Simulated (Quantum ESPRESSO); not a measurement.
## Ti5PdMgIr (input and log of a self-consistent run)

A calculation, not a measurement. The program is pw.x of Quantum ESPRESSO 7.5 (plane-wave density functional theory). The cell is made up: eight metal atoms on a hexagonal close-packed lattice, with elements, volume, strain and displacements drawn at random and not relaxed, so it may be unstable or far from any real phase. PseudoDojo standard norm-conserving files set the functional (PBE unless stated); there is no spin polarisation or spin-orbit coupling, the Fermi-Dirac width of 0.25 eV means electrons at about 2900 K, and the masses in the input are unused placeholders. Heavy elements are run without spin-orbit coupling, which real alloys of them have. A spin test at this wide smearing found no moment, but such smearing suppresses magnetism that the real alloy may have.

Input:

```
&control calculation='scf', pseudo_dir='./dojo.nc.sr.pbe.v0_5.standard.upf', outdir='./o', disk_io='minimal', tprnfor=.true., tstress=.true. /
&system ibrav=0, nat=8, ntyp=4, nbnd=70, ecutwfc=84.00895049, nosym=.true., tot_charge=0,
 occupations='smearing', smearing='fd', degauss=0.0183746611
/
&electrons conv_thr=1.470e-08, electron_maxstep=70, mixing_beta=0.5 /
ATOMIC_SPECIES
Ir 1.0 Ir.upf
Mg 1.0 Mg.upf
Pd 1.0 Pd.upf
Ti 1.0 Ti.upf
CELL_PARAMETERS angstrom
2.7715 -0.0226 0.0139
1.3822 -2.4873 -4.6993
1.304 7.3563 -4.6678
ATOMIC_POSITIONS angstrom
Ti 0.0006 0.0112 -0.0301
Ti 1.4105 2.3947 -4.69
Ti 1.4122 -0.8571 -2.4466
Pd 2.7451 1.6439 -7.0427
Ti 2.7213 4.8738 -4.7189
Ti 2.8155 -0.1663 -4.6561
Mg 2.7635 1.5468 -2.3959
Ir 4.1333 4.0219 -6.9835
K_POINTS automatic
9 5 3 1 1 1
```

The log is shortened where brackets say so; the opening notice, blank lines, dates and the lines on written files are dropped, and the path of the files is cut. It prints rydbergs, bohrs and kilobars, and counts compression as positive stress. Its total energy is the free energy E - TS of the whole cell.

```
     Program PWSCF v.7.5
     Parallel version (MPI & OpenMP), running on       4 processor cores
     Number of MPI processes:                 4
     Threads/MPI process:                     1
     [start-up lines left out]
     bravais-lattice index     =            0
     lattice parameter (alat)  =       5.2376  a.u.
     unit-cell volume          =     864.9076 (a.u.)^3
     number of atoms/cell      =            8
     number of atomic types    =            4
     number of electrons       =       105.00
     number of Kohn-Sham states=           70
     kinetic-energy cutoff     =      84.0090  Ry
     charge density cutoff     =     336.0358  Ry
     scf convergence threshold =      1.5E-08
     mixing beta               =       0.5000
     number of iterations used =            8  plain     mixing
     Exchange-correlation= PBE
                           (   1   4   3   4   0   0   0)
     [axes and pseudopotential details left out]
   Cartesian axes
     site n.     atom                  positions (alat units)
         1        Ti     tau(   1) = (   0.0002165   0.0040409  -0.0108600  )
         2        Ti     tau(   2) = (   0.5089069   0.8640051  -1.6921469  )
         3        Ti     tau(   3) = (   0.5095202  -0.3092407  -0.8827306  )
         4        Pd     tau(   4) = (   0.9904291   0.5931173  -2.5409985  )
         5        Ti     tau(   5) = (   0.9818421   1.7584617  -1.7025740  )
         6        Ti     tau(   6) = (   1.0158293  -0.0600009  -1.6799158  )
         7        Mg     tau(   7) = (   0.9970678   0.5580838  -0.8644381  )
         8        Ir     tau(   8) = (   1.4912901   1.4510971  -2.5196392  )
     number of k points=    68  Fermi-Dirac smearing, width (Ry)=  0.0184
                       cart. coord. in units 2pi/alat
        k(    1) = (   0.0559809   0.0193847  -0.0527741), wk =   0.0296296
        k(    2) = (   0.0539513  -0.1686589   0.0461588), wk =   0.0296296
     [further k points left out]
     Dense  grid:    89989 G-vectors     FFT dimensions: (  32,  64, 100)
     Estimated max dynamical RAM per process >     364.56 MB
     Estimated total dynamical RAM >       1.36 GB
     Initial potential from superposition of free atoms
     starting charge     104.9909, renormalised to     105.0000
     Starting wfcs are   74 randomized atomic wfcs
     total cpu time spent up to now is       10.9 secs
     per-process dynamical memory:   289.1 Mb
     Self-consistent Calculation
     iteration #  1     ecut=    84.01 Ry     beta= 0.50
     Davidson diagonalization with overlap
     ethr =  1.00E-02,  avg # of iterations =  3.1
     total cpu time spent up to now is       38.7 secs
     total energy              =   -1187.28396443 Ry
     estimated scf accuracy    <      38.16678017 Ry
     iteration #  2     ecut=    84.01 Ry     beta= 0.50
     Davidson diagonalization with overlap
     ethr =  1.00E-02,  avg # of iterations =  6.7
     total cpu time spent up to now is       83.3 secs
     total energy              =   -1192.54164918 Ry
     estimated scf accuracy    <     351.94470236 Ry
     iteration #  3     ecut=    84.01 Ry     beta= 0.50
     Davidson diagonalization with overlap
     ethr =  1.00E-02,  avg # of iterations =  6.5
     total cpu time spent up to now is      121.4 secs
     total energy              =   -1211.86674565 Ry
     estimated scf accuracy    <      73.01221596 Ry
     iteration #  4     ecut=    84.01 Ry     beta= 0.50
     Davidson diagonalization with overlap
     ethr =  1.00E-02,  avg # of iterations =  4.9
     total cpu time spent up to now is      152.2 secs
     total energy              =   -1213.96702650 Ry
     estimated scf accuracy    <      22.67598035 Ry
     iteration #  5     ecut=    84.01 Ry     beta= 0.50
     Davidson diagonalization with overlap
     ethr =  1.00E-02,  avg # of iterations =  2.0
     total cpu time spent up to now is      176.7 secs
     total energy              =   -1214.56343030 Ry
     estimated scf accuracy    <      12.57030193 Ry
     [iterations 6 to 18 left out]
     iteration # 19     ecut=    84.01 Ry     beta= 0.50
     Davidson diagonalization with overlap
     ethr =  8.99E-09,  avg # of iterations =  2.5
     total cpu time spent up to now is      551.6 secs
     total energy              =   -1213.76998001 Ry
     estimated scf accuracy    <       0.00004926 Ry
     iteration # 20     ecut=    84.01 Ry     beta= 0.50
     Davidson diagonalization with overlap
     ethr =  8.99E-09,  avg # of iterations =  1.7
     total cpu time spent up to now is      573.7 secs
     total energy              =   -1213.76998247 Ry
     estimated scf accuracy    <       0.00000169 Ry
     iteration # 21     ecut=    84.01 Ry     beta= 0.50
     Davidson diagonalization with overlap
     ethr =  1.61E-09,  avg # of iterations =  2.6
     total cpu time spent up to now is      597.1 secs
     total energy              =   -1213.76998258 Ry
     estimated scf accuracy    <       0.00000273 Ry
     iteration # 22     ecut=    84.01 Ry     beta= 0.50
     Davidson diagonalization with overlap
     ethr =  1.61E-09,  avg # of iterations =  1.0
     total cpu time spent up to now is      618.3 secs
     total energy              =   -1213.76998269 Ry
     estimated scf accuracy    <       0.00000003 Ry
     iteration # 23     ecut=    84.01 Ry     beta= 0.50
     Davidson diagonalization with overlap
     ethr =  3.04E-11,  avg # of iterations =  5.9
     total cpu time spent up to now is      649.0 secs
     End of self-consistent calculation
     [lines on levels left out]
!    total energy              =   -1213.76998270 Ry
     estimated scf accuracy    <          8.7E-09 Ry
     smearing contrib. (-TS)   =      -0.15455067 Ry
     internal energy E=F+TS    =   -1213.61543202 Ry
     The total energy is F=E-TS. E is the sum of the following terms:
     one-electron contribution =    -454.26508888 Ry
     hartree contribution      =     268.23980322 Ry
     xc contribution           =    -189.52199825 Ry
     ewald contribution        =    -838.06814812 Ry
     convergence has been achieved in  23 iterations
     Forces acting on atoms (cartesian axes, Ry/au):
     atom    1 type  4   force =     0.00378384   -0.03249628    0.02871581
     atom    2 type  4   force =    -0.00199038    0.01909286   -0.04850230
     atom    3 type  4   force =    -0.00390066   -0.04586402    0.02719929
     atom    4 type  3   force =    -0.00199231   -0.03617583   -0.00568794
     atom    5 type  4   force =     0.00297161   -0.00678538    0.00238735
     atom    6 type  4   force =    -0.00253781    0.03859976   -0.02255788
     atom    7 type  2   force =     0.00395119    0.04054847    0.01556813
     atom    8 type  1   force =    -0.00028548    0.02308041    0.00287754
     Total force =     0.115449     Total SCF correction =     0.000598
     Computing stress (Cartesian axis) and pressure
          total   stress  (Ry/bohr**3)                   (kbar)     P=       59.91
   0.00070421   0.00002732  -0.00000647          103.59        4.02       -0.95
   0.00002732   0.00038888  -0.00005550            4.02       57.21       -8.16
  -0.00000647  -0.00005550   0.00012860           -0.95       -8.16       18.92
     init_run     :     10.19s CPU     10.67s WALL (       1 calls)
     electrons    :    633.36s CPU    638.10s WALL (       1 calls)
     forces       :      3.03s CPU      3.08s WALL (       1 calls)
     stress       :     11.58s CPU     11.63s WALL (       1 calls)
     [timing details left out]
     PWSCF        :  10m58.48s CPU  11m 3.83s WALL
     JOB DONE.
```

In other units: free energy -16514.182 eV for the cell, pressure 5.99 GPa, largest force component 1.247 eV/Å in size. The run took 666 s of wall time with four MPI processes on a shared machine (Intel Xeon, older, virtual cores), so the time is rough. A rerun of this cell at a higher cutoff and on a denser mesh moved values by no more than 0.004 eV in energy, 0.04 GPa in stress and 0.008 eV/Å in force, and a second program with other atomic files agreed on that cell to 2 % rms in force and 0.5 GPa in pressure.